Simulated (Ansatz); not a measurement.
**Structure relaxation, La2O3**

The start is a relaxed La2O3 cell, doubled along one cell vector, shaken by Gaussian noise of σ = 0.08 Å a coordinate. The structure is fully relaxed (lattice and positions, P = 0) with r2SCAN (plane waves to 500 eV, PAW, scalar-relativistic; Ansatz, a quantum-chemistry and plane-wave program). The first steps use a coarse 7×7×2 k-mesh.

The start:
```
CELL_PARAMETERS angstrom
      3.93526     0.00000     0.00000
     -1.96763     3.40804     0.00000
      0.00000     0.00000    12.25186
ATOMIC_POSITIONS crystal
  O  0.99001 0.99556 0.99703
  O  0.01951 0.00670 0.49636
  O  0.33941 0.65316 0.31618
  O  0.31408 0.66680 0.82150
  O  0.63991 0.29427 0.17588
  O  0.67776 0.31900 0.67648
  La 0.34487 0.67519 0.11137
  La 0.32326 0.65103 0.62782
  La 0.63125 0.32148 0.37863
  La 0.64966 0.30537 0.88072
```

Problem. How much energy is released per atom?

Solution. 0.047 eV/atom.

Problem. Is the parent structure recovered?

Solution. The parent structure is recovered, P-3m1 (No. 164).

Problem. How do the shortest distances between atoms change?

Solution. The closest pairs of elements (up to four, under 3.6 Å), start → end: La–O 2.25 → 2.37 Å; O–O 2.78 → 2.89 Å; La–La 3.55 → 3.78 Å.

Problem. Is the relaxed structure metallic? Give its gap.

Solution. 4.23 eV, indirect (valence top at L, conduction bottom at K) (no spin-orbit coupling).

It ends as:

```cif
data_La2O3
_chemical_formula_sum 'O3 La2'
_space_group_name_H-M_alt 'P-3m1'
_space_group_IT_number 164
_space_group_name_Hall '-P 3 2"'
_cell_length_a 3.93541
_cell_length_b 3.93541
_cell_length_c 6.12563
_cell_angle_alpha 90.000
_cell_angle_beta 90.000
_cell_angle_gamma 120.000
loop_
_atom_site_label
_atom_site_type_symbol
_atom_site_symmetry_multiplicity
_atom_site_Wyckoff_symbol
_atom_site_fract_x
_atom_site_fract_y
_atom_site_fract_z
_atom_site_occupancy
O1 O 1 a 0.00000 0.00000 0.00000 1
O2 O 2 d 0.33333 0.66667 0.35386 1
La1 La 2 d 0.66667 0.33333 0.24612 1
```

Final values are on a 10×10×6 k-mesh of the relaxed cell. No spin polarisation in the result.

The first start was generated by placing the elements on the sites of a structure type. Materials Project lists a structure of La2O3 in the same space group, P-3m1 (No. 164); the sites were not compared with it, nor with measured phases.
